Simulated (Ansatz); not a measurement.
GdLuAl4: Gd vacancy

Level of theory: PBEsol, collinear spin, scalar-relativistic; Ansatz, plane waves to 420 eV (PAW set soft_2), k-mesh 3×3×3.

The relaxed host crystal (no gap at this level of theory):

```
Al Gd Lu
1.0
     0.00000    3.87682    3.87682
     3.87682    0.00000    3.87682
     3.87682    3.87682    0.00000
Al Gd Lu
4 1 1
Cartesian
  2.9068 4.8468 2.9068
  2.9068 2.9068 4.8468
  4.8468 4.8468 4.8468
  4.8468 2.9068 2.9068
  1.9384 1.9384 1.9384
  0.0000 0.0000 0.0000
```

Supercell of 24 atoms, rows of the matrix [[-1,1,1],[-1,1,-1],[-1,-1,1]] times the cell vectors; Gd vacancy at (0.250, 0.250, 0.250) in fractions of the cell above. Atoms are relaxed at the host's cell, from a start shaken by 0.03 Å near the defect. The cell loses 1 of its 4 Gd, so this is a heavily defective crystal.

Distances from the empty Gd site (Å), by shell of the perfect crystal:

```csv
shell,perfect crystal,"relaxed, charge 0"
12 Al,3.21,3.25
4 Lu,3.36,3.18
```

```csv
charge,moment of the cell (μB),gap of the cell on the mesh (eV)
0,21.31,0.00
```

At charge 0 the unpaired electrons sit on atoms with moments (μB): 3 Gd of 7.05.

Formation energy of the neutral defect: 2.68 eV, taking atoms from and to the elements' standard states (no corrections for gases), so it belongs to those chemical potentials alone.

Caveats: Gd without a U keeps its half-filled shell, but its 4f levels lie too near the Fermi level; open f or d shells may hold a state above the lowest; small supercell, so energies and levels can be off by tenths of an eV; one random start near the defect, so other minima are possible.
